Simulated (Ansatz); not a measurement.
Below is a relaxed structure of Al3GaAs4. The cell was found from a structure generator's guess, not taken from experiment.

Theory: DFT PBE, scalar-relativistic, plane waves, PAW in Ansatz. Cutoff 420 eV, Γ-centred mesh, Gaussian smearing, no spin polarisation.

```xyz
8
Lattice="5.7328 0.0000 0.0000 0.0000 5.7328 0.0000 0.0000 0.0000 5.7328" Properties=species:S:1:pos:R:3 pbc="T T T"
Al    0.0000    2.8664    2.8664
Al    2.8664    2.8664    0.0000
Al    2.8664    0.0000    2.8664
Ga    0.0000    0.0000    0.0000
As    4.2945    4.2945    1.4382
As    4.2945    1.4382    4.2945
As    1.4382    4.2945    4.2945
As    1.4382    1.4382    1.4382
```

Formation energies are uncorrected and refer to the elements' standard structures at the same level.

Task: Find its symmetry and describe it.

Result: P-43m (No. 215), with Al and Ga ordered on zinc blende sites. Conventional cell: a = 5.733 Å. Around Al lie 4 As at 2.48 Å; Ga has 4 As at 2.49 Å; As is surrounded by 3 Al at 2.48 Å and 1 Ga at 2.49 Å.

Task: What is its formation energy per atom?

Result: −0.451 eV/atom. A negative formation energy is needed for stability but isn't enough: competing phases decide.

Task: Is it a metal?

Result: No, the gap on the 6×6×6 mesh is 1.03 eV.

The last run used a 6×6×6 mesh for its 8-atom cell and Gaussian smearing of 0.02 eV. Kohn–Sham gaps at this level usually fall short of measured ones. The reference form of As is held partly by dispersion forces, which this level lacks. A later test with randomly moved atoms came back to the same energy, though modes that don't fit the test's cell weren't probed.
